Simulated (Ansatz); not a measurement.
## VMo2Se4 in Ansatz, settings compared

Input:

```yaml
crystal:
  lattice:
    - [0.0, 3.363023, 0.0]
    - [6.182517, 0.0, 0.0]
    - [-2.783401, 1.681512, -6.056227]
  atoms:
    - { symbol: Se, position: [0.3675, 0.9726, 0.265] }
    - { symbol: Se, position: [0.6325, 0.0274, 0.735] }
    - { symbol: V, position: [0.0, 0.0, 0.0] }
    - { symbol: Se, position: [0.8938, 0.4493, 0.2124] }
    - { symbol: Se, position: [0.1062, 0.5507, 0.7876] }
    - { symbol: Mo, position: [0.2561, 0.6904, 0.4878] }
    - { symbol: Mo, position: [0.7439, 0.3096, 0.5122] }
  symmetry: { tolerance: 0.0003 }
kpoints:
  mp_grid: { grid: [6, 3, 6], shift: [0, 0, 0] }
magnetization:
  spin_polarized: false
scf:
  occupations: { method: fermi_dirac }
hamiltonian:
  pseudopotentials: { kind: paw }
  xc: r2scan
basis:
  ecutwfc: 500
output:
  forces: true
  stress: true
  eigenvalues: true
  write_density: true
  write_potential: true
  elf: true
  volumetric_format: npy
```

Launch command:

```bash
ansatz run input.yaml --threads 1 --pin off --max-ram 2560MiB --backend cpu --events-out ev --progress --plain --runs-dir out
```

Origin of the cell: a known structure type with other elements, at an estimated volume, so it need not be a known compound.

The smearing width isn't typed, so it takes its default of 0.1 eV.

Output of this run (shortened):

```
SCF iter   1: F=—  HF=-34768.545445 eV  Δρ=1.30e-2  dr2=3.19e-1  dr2_τ=9.35e-2
SCF iter   2: F=—  HF=-34768.679411 eV  Δρ=7.95e-3  dr2=9.04e-2  dr2_τ=2.01e-2
SCF iter   3: F=—  HF=-34768.661830 eV  Δρ=1.84e-3  dr2=3.82e-3  dr2_τ=2.35e-4
SCF iter   4: F=—  HF=-34768.662195 eV  Δρ=6.09e-4  dr2=7.17e-4  dr2_τ=5.00e-5
SCF iter   5: F=—  HF=-34768.662113 eV  Δρ=2.42e-4  dr2=9.94e-5  dr2_τ=5.39e-6
SCF iter   6: F=—  HF=-34768.662119 eV  Δρ=1.26e-4  dr2=2.39e-5  dr2_τ=5.59e-7
SCF iter   7: F=—  HF=-34768.662122 eV  Δρ=3.72e-5  dr2=3.17e-6  dr2_τ=9.02e-8
SCF iter   8: F=—  HF=-34768.662122 eV  Δρ=9.80e-6  dr2=1.11e-7  dr2_τ=6.95e-9
SCF iter   9: F=-34768.662122 eV  HF=-34768.662122 eV  Δρ=4.10e-6  dr2=3.41e-8  dr2_τ=7.72e-10
SCF 1 converged in 9 iterations: F = -34768.662122 eV  dr2 = 3.41e-8
SCF converged after 9 iterations
Free energy (F): -34768.662122 eV
Harris-Foulkes:  -34768.662122 eV  (|F-HF|=2.43e-8)
Internal energy: -34768.482372 eV  (E = F + TS)
E sigma→0 (E₀):  -34768.572247 eV
Entropy (-TS):   -0.179750 eV (-25.679 meV/atom)
Fermi energy:    14.722495 eV
--- Per-component energies (eV) ---
  E_band       = -1746.056608
  E_kinetic    = 1701.132245
  E_local      = -11638.943848  (includes V_loc(G=0)·N_el)
  E_nonlocal   = -2135.309465
  E_hartree    = 5527.812234
  E_xc         = -879.782928
  E_vxc        = -1122.875084  (∫ρ·V_xc dr)
  E_paw        = -15259.867727  (= ΣΔE_a)
  E_vpaw       = 327.975843  (= ΣTr[D̂ρ^β])
  E_aug_tail   = -0.000645  (compensation charges beyond the density's cutoff)
  E_vtau       = 66.343080  (kinetic-family band-sum trace: ∫τ·v_τ [+ j·A + Jᵃ·Aᵃ] dr)
  E_ewald      = -12075.754968
  E_core_change = -7.767269  (= ΣΔE_core)
  E_smearing   = -0.179750  (= −TS)
  Σ components = -34768.662122   (vs F -34768.662122, Δ=0.00e0)
--- Forces (eV/Å), atoms counted from 1 ---
  atom   1  Se    -0.519079     0.000000    -0.205267
  atom   2  Se     0.519079    -0.000000     0.205267
  atom   3  V      0.000000     0.000000     0.000000
  atom   4  Se    -0.333400    -0.000000     0.568677
  atom   5  Se     0.333400     0.000000    -0.568677
  atom   6  Mo    -0.849158     0.000000    -0.121867
  atom   7  Mo     0.849158    -0.000000     0.121867
  max |Σ_I F_I| component: 1.11e-16 eV/Å
--- Stress (GPa, compression-positive) ---
        1.583278       0.000000      -0.769214
        0.000000       0.185669      -0.000000
       -0.769233      -0.000000       4.315593
  P = ⅓ Tr σ = 2.0282 GPa (20.282 kbar)
```

The same input was run again with these changes:

1. `kpoints.mp_grid.grid` [6, 3, 6] → [4, 2, 4]; `hamiltonian.xc` r2scan → lda
2. `scf.occupations.width` default → 0.01
3. `kpoints.mp_grid.grid` [6, 3, 6] → [9, 4, 9]; `scf.convergence.dr2_threshold` default → 1.0e-08
4. `scf.convergence.dr2_threshold` default → 1.0e-11

| run | end | SCF iterations | P (GPa) | max force component (eV/Å) | moment (μB) | ΔE(σ→0) (meV/atom) |
| --- | --- | --- | --- | --- | --- | --- |
| base | converged | 9 | 2.03 | 0.849 | – | 0 |
| 1 | converged | 8 | -5.30 | 0.728 | – | – |
| 2 | converged | 9 | 1.87 | 0.825 | – | 0.31 |
| 3 | converged | 10 | 2.03 | 0.852 | – | -0.88 |
| 4 | converged | 13 | 2.03 | 0.849 | – | 0.00 |

Energies are compared only where functional, datasets, charge and starting cell are the same.

Not properties of the system: run 1 (too coarse or loose: `kpoints.mp_grid.grid` = [4, 2, 4]).

Caveats of the base run: no spin polarisation, so a magnetic state may lie lower; the k mesh is coarse if the cell is a metal.

The base run ran for 43 s on 1 thread of Arm Neoverse V2, with other jobs on the host, peak memory 0.82 GiB, from the program's own first density.
